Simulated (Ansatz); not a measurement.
This CaCuH2 structure is the end of a relaxation. The cell was found from a structure generator's guess, not taken from experiment.

Level of theory: Ansatz, DFT PBE, scalar-relativistic, plane waves, PAW. Cutoff 420 eV, Γ-centred mesh, Gaussian smearing, no spin polarisation.

```
Ca Cu H
1.0
     3.64587    0.00000    0.00000
     0.00000    3.64587    0.00000
     0.00000    0.00000    3.41253
Ca Cu H
1 1 2
Direct
  0.00000 0.00000 0.00000
  0.50000 0.50000 0.50000
  0.00000 0.50000 0.50000
  0.50000 0.00000 0.50000
```

Energies over the elements count from the elements' standard structures at the same level (H₂ as a molecule), with no fitted energy shifts.

(1) Find its symmetry and describe it.

(2) What is its formation energy per atom?

(3) Is it a metal?

Results:

(1) P4/mmm (No. 123). Conventional cell: a = 3.646 Å, c = 3.413 Å. Around Ca lie 8 H at 2.50 Å and 8 Cu at 3.09 Å; Cu has 4 H at 1.82 Å and 8 Ca at 3.09 Å; H is surrounded by 2 Cu at 1.82 Å and 4 Ca at 2.50 Å.

(2) −0.26 eV/atom. Whether it is stable depends on the other phases of the system, which aren't compared here.

(3) Yes, bands cross the Fermi level on the 12×12×14 mesh.

The last run used a 12×12×14 mesh (in the run's order of axes) for its 4-atom cell and Gaussian smearing of 0.10 eV. The cell is a metal run without spin; a magnetic state may lie lower. With hydrogen, zero-point motion can shift formation energies by some tens of meV/atom. Symmetry constrained the relaxation, so the result can be a saddle point.
